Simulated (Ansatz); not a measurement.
ZnO in space group P4_2/mmc (No. 131; Zn on 2c, O on 2e) at seven volumes, plane-wave PAW r²SCAN (Ansatz code), shape and atoms relaxed at each. One row is withheld.

| V (Å³/atom) | P (GPa) |
|---|---|
| 10.758 | 15.27 |
| 11.113 | ? |
| 11.467 | 4.33 |
| 11.822 | -0.01 |
| 12.177 | -3.73 |
| 12.531 | -6.92 |
| 12.886 | -9.65 |

### Question
Fit the shown pressures and predict the withheld one.

### Answer
P = (3/2)B₀(x^(7/2) − x^(5/2))[1 + (3/4)(B′ − 4)(x − 1)] with x = (V₀/V)^(2/3). Least squares on the six rows gives V₀ = 11.821 Å³/atom, B₀ = 134 GPa, B′ = 4.10. At V = 11.113, x = 1.0420 and P = 9.39 GPa. The run itself gave 9.39 GPa.

A made-up cell: these elements were put on the sites of a structure type; neither database checked (COD, Materials Project) lists it. It is not the phase usual at ambient conditions (space group No. 186). Symmetry was held in the r²SCAN relaxation; its stability against distortions is not shown here.

Potentials: the later of the program's two PAW sets.
